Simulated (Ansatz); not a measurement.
The relaxed structure here is a generated cell of Ir: the first start was made by placing the elements on the sites of a structure type, and the end was not matched to a known phase here, so it may be hypothetical. Known forms of Ir include space group No. 225.

A relaxed cell of Ir (I4₁/amd (No. 141)), relaxed on a k-mesh at least as fine as the one used below. Method: r2SCAN (plane waves to 500 eV, PAW, scalar-relativistic; Ansatz, a quantum-chemistry and plane-wave program). Γ-centred k-mesh 13×7×10 on the run's cell (coarser than for final values), Fermi–Dirac smearing 0.05 eV.

```
Ir
1.0
   -2.40988     2.40988     1.36968
    4.81975    -4.81975     2.73936
    2.40988     2.40988    -1.36968
Ir
4
Direct
  0.75000   0.12500   0.50000
  0.75000   0.62500   0.50000
  0.00000   0.00000   0.00000
  0.00000   0.50000   0.00000
```

Every atom was then displaced, and the forces became (eV/Å):

```
atom     Fx     Fy     Fz
----  -----  -----  -----
Ir1    2.06  -0.21  -0.48
Ir2    1.47  -0.38   0.31
Ir3   -2.18   0.19   0.25
Ir4   -1.35   0.40  -0.08
```

Question: Which atom was moved farthest relative to the others, and in which direction?

Answer: Ir3, by (0.10, -0.01, 0.00) Å (0.10 Å, mean shift removed); the next is Ir2 with 0.07 Å. Its force makes an angle of 171° with its move.

All displacements (Å):

```
atom      ux     uy      uz
----  ------  -----  ------
Ir1   -0.111  0.018  -0.010
Ir2   -0.109  0.034  -0.020
Ir3    0.050  0.002  -0.004
Ir4   -0.015  0.003   0.003
```

Question: Estimate the energy cost of the displacement in the harmonic approximation and compare with the calculation.

Answer: For a harmonic well ΔE = −½ Σ F·u = 0.248 eV a cell, or 62 meV/atom. The calculated energy relative to the undisplaced cell is +0.06 eV/atom, so the harmonic estimate holds well.

The undisplaced cell is probably no minimum: from this displacement the run went on to Fm-3m (No. 225), 0.69 eV/atom below it.

No spin polarisation in the result.
